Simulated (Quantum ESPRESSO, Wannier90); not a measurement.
**Wannier functions of GaN (zinc blende)**

Structure: Materials Project mp-830, symmetrised, not relaxed again. Not found in the COD (Crystallography Open Database) copy used, which has the formula in other groups; not checked further. Level: PBE, no spin polarisation, no spin-orbit coupling; pw.x of Quantum ESPRESSO at 68 Ry with PseudoDojo potentials, 12×12×12 k-points, Wannier90. Density: 12×12×12 mesh, cold smearing 0.01 Ry.

Input w.win:

```
num_bands = 15
num_wann = 8
exclude_bands = 2-6
num_iter = 0
conv_tol = 1.0e-6
conv_window = 4
dis_num_iter = 1000
dis_conv_tol = 1.0e-6
dis_froz_max = 13.85
write_hr = true
write_u_matrices = true
begin projections
Ga: s;p
N: s;p
end projections
begin unit_cell_cart
ang
    0.0000000000    2.2535000000    2.2535000000
    2.2535000000    0.0000000000    2.2535000000
    2.2535000000    2.2535000000    0.0000000000
end unit_cell_cart
begin atoms_frac
Ga   0.0000000000  0.0000000000  0.0000000000
N    0.2500000000  0.2500000000  0.2500000000
end atoms_frac
mp_grid = 12 12 12
begin kpoints
0.0000000000 0.0000000000 0.0000000000
0.0000000000 0.0000000000 0.0833333333
0.0000000000 0.0000000000 0.1666666667
... (1725 more lines: the 12x12x12 mesh through Gamma)
end kpoints
```

On the energy scale of pw.x, whose zero is arbitrary, the valence-band maximum lies at 10.59 eV. Lines of w_hr.dat (R1 R2 R3 m n Re Im, eV) for R = 0 and one of the shortest lattice vectors, rounded to 0.01 eV, lines under 0.02 eV left out; orbitals in order: Ga1 s, Ga1 pz, Ga1 px, Ga1 py, N2 s, N2 pz, N2 px, N2 py.

```
    0    0    0    1    1    13.39     0.00
    0    0    0    5    1    -1.76     0.00
    0    0    0    6    1     1.65     0.00
    0    0    0    7    1     1.65     0.00
    0    0    0    8    1     1.65     0.00
    0    0    0    2    2    19.47     0.00
    0    0    0    5    2    -1.73     0.00
    0    0    0    6    2     0.33     0.00
    0    0    0    7    2     1.65     0.00
    0    0    0    8    2     1.65     0.00
    0    0    0    3    3    19.47     0.00
    0    0    0    5    3    -1.73     0.00
    0    0    0    6    3     1.65     0.00
    0    0    0    7    3     0.33     0.00
    0    0    0    8    3     1.65     0.00
    0    0    0    4    4    19.47     0.00
    0    0    0    5    4    -1.73     0.00
    0    0    0    6    4     1.65     0.00
    0    0    0    7    4     1.65     0.00
    0    0    0    8    4     0.33     0.00
    0    0    0    1    5    -1.76     0.00
    0    0    0    2    5    -1.73     0.00
    0    0    0    3    5    -1.73     0.00
    0    0    0    4    5    -1.73     0.00
    0    0    0    5    5    -1.89     0.00
    0    0    0    1    6     1.65     0.00
    0    0    0    2    6     0.33     0.00
    0    0    0    3    6     1.65     0.00
    0    0    0    4    6     1.65     0.00
    0    0    0    6    6    10.47     0.00
    0    0    0    1    7     1.65     0.00
    0    0    0    2    7     1.65     0.00
    0    0    0    3    7     0.33     0.00
    0    0    0    4    7     1.65     0.00
    0    0    0    7    7    10.47     0.00
    0    0    0    1    8     1.65     0.00
    0    0    0    2    8     1.65     0.00
    0    0    0    3    8     1.65     0.00
    0    0    0    4    8     0.33     0.00
    0    0    0    8    8    10.47     0.00
   -1    0    0    1    1    -0.30     0.00
   -1    0    0    2    1     0.31     0.00
   -1    0    0    3    1    -0.06     0.00
   -1    0    0    4    1     0.31     0.00
   -1    0    0    6    1     0.04     0.00
   -1    0    0    8    1     0.04     0.00
   -1    0    0    1    2    -0.31     0.00
   -1    0    0    2    2     0.38     0.00
   -1    0    0    3    2     0.20     0.00
   -1    0    0    4    2     0.49     0.00
   -1    0    0    5    2    -0.08     0.00
   -1    0    0    6    2     0.04     0.00
   -1    0    0    7    2     0.03     0.00
   -1    0    0    1    3    -0.06     0.00
   -1    0    0    2    3    -0.20     0.00
   -1    0    0    3    3    -0.55     0.00
   -1    0    0    4    3    -0.20     0.00
   -1    0    0    5    3     0.06     0.00
   -1    0    0    7    3    -0.04     0.00
   -1    0    0    1    4    -0.31     0.00
   -1    0    0    2    4     0.49     0.00
   -1    0    0    3    4     0.20     0.00
   -1    0    0    4    4     0.38     0.00
   -1    0    0    5    4    -0.08     0.00
   -1    0    0    7    4     0.03     0.00
   -1    0    0    8    4     0.04     0.00
   -1    0    0    1    5    -1.76     0.00
   -1    0    0    2    5     1.73     0.00
   -1    0    0    3    5    -1.73     0.00
   -1    0    0    4    5     1.73     0.00
   -1    0    0    5    5     0.05     0.00
   -1    0    0    6    5     0.06     0.00
   -1    0    0    7    5     0.15     0.00
   -1    0    0    8    5     0.06     0.00
   -1    0    0    1    6    -1.65     0.00
   -1    0    0    2    6     0.33     0.00
   -1    0    0    3    6    -1.65     0.00
   -1    0    0    4    6     1.65     0.00
   -1    0    0    5    6    -0.06     0.00
   -1    0    0    6    6     0.14     0.00
   -1    0    0    7    6     0.04     0.00
   -1    0    0    8    6     0.14     0.00
   -1    0    0    1    7     1.65     0.00
   -1    0    0    2    7    -1.65     0.00
   -1    0    0    3    7     0.33     0.00
   -1    0    0    4    7    -1.65     0.00
   -1    0    0    5    7     0.15     0.00
   -1    0    0    6    7    -0.04     0.00
   -1    0    0    7    7    -0.20     0.00
   -1    0    0    8    7    -0.04     0.00
   -1    0    0    1    8    -1.65     0.00
   -1    0    0    2    8     1.65     0.00
   -1    0    0    3    8    -1.65     0.00
   -1    0    0    4    8     0.33     0.00
   -1    0    0    5    8    -0.06     0.00
   -1    0    0    6    8     0.14     0.00
   -1    0    0    7    8     0.04     0.00
   -1    0    0    8    8     0.14     0.00
```
